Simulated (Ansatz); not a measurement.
Starting cell, CsPbCl$_{3}$ (cubic perovskite):

```
CELL_PARAMETERS angstrom
      5.73565     0.00000     0.00000
      0.00000     5.73565     0.00000
      0.00000     0.00000     5.73565
ATOMIC_POSITIONS crystal
  Cs 0.00000 0.00000 0.00000
  Pb 0.50000 0.50000 0.50000
  Cl 0.00000 0.50000 0.50000
  Cl 0.50000 0.50000 0.00000
  Cl 0.50000 0.00000 0.50000
```

In this cell atom 1 (Cs, nearest neighbour Cl at 4.056 Å; its periodic images, 5.7 Å or more away, move with it) is moved by s along Cartesian x, unit vector (1.000, 0.000, 0.000); all other atoms and the cell stay fixed.

All values below come from PBE (plane waves to 420 eV, PAW, scalar-relativistic; Ansatz, a quantum-chemistry and plane-wave program). k mesh 5×5×5 (Γ-centred), Fermi-Dirac smearing 0.05 eV. Energies are smeared free energies. CsPbCl3 was relaxed with its symmetry unable to fall. Spin-orbit coupling is left out, though Pb is heavy. The PAW data are Ansatz's earlier set. This is a high-temperature form of CsPbCl3. The zero of ΔE is the undisplaced structure.

```json
[
 {"s (Å)": "-0.810", "ΔE (meV/cell)": "67.0"},
 {"s (Å)": "-0.648", "ΔE (meV/cell)": "33.6"},
 {"s (Å)": "-0.486", "ΔE (meV/cell)": "14.7"},
 {"s (Å)": "-0.324", "ΔE (meV/cell)": "withheld"},
 {"s (Å)": "-0.162", "ΔE (meV/cell)": "1.1"},
 {"s (Å)": "0.000", "ΔE (meV/cell)": "0.0"},
 {"s (Å)": "0.162", "ΔE (meV/cell)": "1.1"},
 {"s (Å)": "0.324", "ΔE (meV/cell)": "withheld"},
 {"s (Å)": "0.486", "ΔE (meV/cell)": "14.7"},
 {"s (Å)": "0.648", "ΔE (meV/cell)": "33.6"},
 {"s (Å)": "0.810", "ΔE (meV/cell)": "67.0"}
]
```

Question: Fit an even polynomial form (powers 2, 4) to the given rows and predict ΔE at s = -0.324.

Answer: Least squares on the 9 given rows: ΔE = (40.22)·s² + (94.39)·s⁴, in meV/cell with s in Å; root-mean-square residual 0.05 meV/cell. At -0.324 the fit gives 5.3 meV/cell; the calculation gives 5.1 meV/cell, so the interpolation is off by 0.2 (+3.9 %). The quadratic term alone would give 4.2 meV/cell.

(For displaced atoms, the force is minus the slope of the energy, and its curvature is a force constant, which sets phonon frequencies.)
